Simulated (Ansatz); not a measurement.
CoSi:
```cif
data_Co4Si4
_chemical_formula_sum 'Co4 Si4'
_space_group_name_H-M_alt 'P 1'
_space_group_IT_number 1
_cell_length_a 4.38293
_cell_length_b 4.38293
_cell_length_c 4.38293
_cell_angle_alpha 90.000
_cell_angle_beta 90.000
_cell_angle_gamma 90.000
loop_
_space_group_symop_operation_xyz
  'x, y, z'
loop_
_atom_site_label
_atom_site_type_symbol
_atom_site_fract_x
_atom_site_fract_y
_atom_site_fract_z
_atom_site_occupancy
Co1 Co 0.14565 0.14565 0.14565 1
Co2 Co 0.64565 0.35435 0.85435 1
Co3 Co 0.85435 0.64565 0.35435 1
Co4 Co 0.35435 0.85435 0.64565 1
Si1 Si 0.84367 0.84367 0.84367 1
Si2 Si 0.34367 0.65633 0.15633 1
Si3 Si 0.15633 0.34367 0.65633 1
Si4 Si 0.65633 0.15633 0.34367 1
```

Relaxed with r²SCAN.

Task: Which orbitals make up the states near the Fermi level in plane-wave PAW r²SCAN (Ansatz code)?

Result: Within 0.5 eV of the Fermi level: Co 3d 87 %, Si 3p 10 %. Projections are on Löwdin-orthogonalised atomic valence shells; empty p or d shells of many metals are not among them.

Task: Tabulate the density of states.

Result: States/eV per cell of 8 atoms, in 0.25 eV bins, energy from the Fermi level.

```
E (eV)  total  Co 3d  Si 3p  Si 3s
------  -----  -----  -----  -----
-7.85    2.02   0.38   0.82   0.58
-7.60    2.19   0.46   0.87   0.61
-7.35    1.32   0.24   0.70   0.21
-7.10    1.38   0.26   0.82   0.14
-6.85    2.03   0.45   1.19   0.19
-6.60    3.22   0.79   1.87   0.26
-6.35    2.27   0.61   1.24   0.20
-6.10    3.07   0.90   1.63   0.25
-5.85    2.49   0.73   1.36   0.16
-5.60    1.96   0.57   1.09   0.13
-5.35    4.12   1.44   2.08   0.30
-5.10    3.26   1.31   1.46   0.26
-4.85    4.18   1.86   1.78   0.28
-4.60    1.48   0.70   0.61   0.09
-4.35    5.89   3.06   2.26   0.31
-4.10    4.53   2.70   1.42   0.17
-3.85    5.27   3.34   1.51   0.16
-3.60    5.25   3.67   1.12   0.18
-3.35    8.67   6.29   1.59   0.28
-3.10   12.64   9.59   1.84   0.21
-2.85   12.44   9.63   1.84   0.18
-2.60   10.03   8.20   1.32   0.10
-2.35    7.24   5.98   0.88   0.07
-2.10    7.61   6.35   0.91   0.07
-1.85    7.77   7.12   0.42   0.03
-1.60   10.44   9.71   0.37   0.06
-1.35   11.28  10.66   0.31   0.05
-1.10   10.33   9.65   0.34   0.07
-0.85    7.75   6.88   0.47   0.10
-0.60    3.85   3.55   0.19   0.03
-0.35    8.69   7.69   0.73   0.09
-0.10    4.18   3.49   0.52   0.06
0.15     0.63   0.52   0.08   0.02
0.40     1.58   1.23   0.25   0.06
0.65     3.50   2.49   0.74   0.14
0.90     3.56   2.32   0.92   0.15
1.15     2.04   1.24   0.58   0.11
1.40     1.62   0.93   0.48   0.12
1.65     2.24   1.26   0.52   0.34
1.90     2.37   1.27   0.51   0.45
2.15     3.43   1.64   0.92   0.62
2.40     4.75   2.01   1.33   0.92
2.65     2.75   1.05   0.83   0.55
2.90     3.62   1.26   1.18   0.67
3.15     3.93   1.22   1.36   0.62
3.40     4.44   1.25   1.62   0.64
3.65     2.54   0.64   0.98   0.38
3.90     3.26   0.70   1.22   0.47
4.15     3.84   0.76   1.44   0.54
4.40     3.65   0.65   1.44   0.51
4.65     3.84   0.62   1.61   0.49
```

Space group P2_13. The cell was relaxed with r²SCAN under the symmetry of its start. The workflow began spin-polarised and lost its moments.

Potentials: the later of the program's two PAW sets.
